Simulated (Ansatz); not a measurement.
As:
```yaml
crystal:
  lattice:
    - [4.58279, 0.00000, 0.00000]
    - [-2.29139, 3.96881, 0.00000]
    - [0.00000, 0.00000, 5.74786]
  atoms:
    - { symbol: As, position: [0.33333, 0.66667, 0.03722] }
    - { symbol: As, position: [0.66667, 0.33333, 0.53722] }
    - { symbol: As, position: [0.66667, 0.33333, 0.96278] }
    - { symbol: As, position: [0.33333, 0.66667, 0.46278] }
```

Relaxed with r²SCAN. Special points in fractions of this cell's reciprocal vectors: Γ (0.000, 0.000, 0.000); M (0.500, 0.000, 0.000); K (0.333, 0.333, 0.000); A (0.000, 0.000, 0.500); L (0.500, 0.000, 0.500); H (0.333, 0.333, 0.500).

Question: List the band energies nearest the Fermi level at these points for r²SCAN in the plane-wave PAW code Ansatz.

Answer: In eV from the Fermi level; about four levels below and three above (degenerate sets whole), none deeper than 8.9 eV; points with the same levels are listed once.

| k | below | above |
|---|---|---|
| Γ | -2.36 -2.36 -0.44 -0.44 | 2.38 2.38 3.50 |
| M | -4.58 -3.18 -2.85 -0.69 | 1.86 1.87 4.39 |
| K | -5.21 -5.21 -3.88 -0.23 -0.23 | 1.64 1.95 1.95 |
| A | -3.74 -3.74 -3.74 -3.74 -2.68 -2.68 | 0.82 0.82 0.82 0.82 |
| L | -3.33 -3.33 -1.72 -1.72 | 0.87 0.87 3.36 3.36 |
| H | -2.79 -2.79 -0.40 -0.40 | 1.20 1.20 1.46 1.46 |

Space group P6_3/mmc. The cell is a constructed one: a structure type filled with these elements; neither database checked (COD, Materials Project) lists it. It is not the phase usual at ambient conditions (space group No. 166). The r²SCAN relaxation kept the symmetry of its start; its stability against distortions is not shown here. Scalar-relativistic: spin–orbit coupling is off unless named, which matters more the heavier the elements.

Potentials: the earlier of the program's two PAW sets. The files were generated under PBE; for other functionals the program regenerates the frozen cores, and for LDA and PBEsol the local potential too.
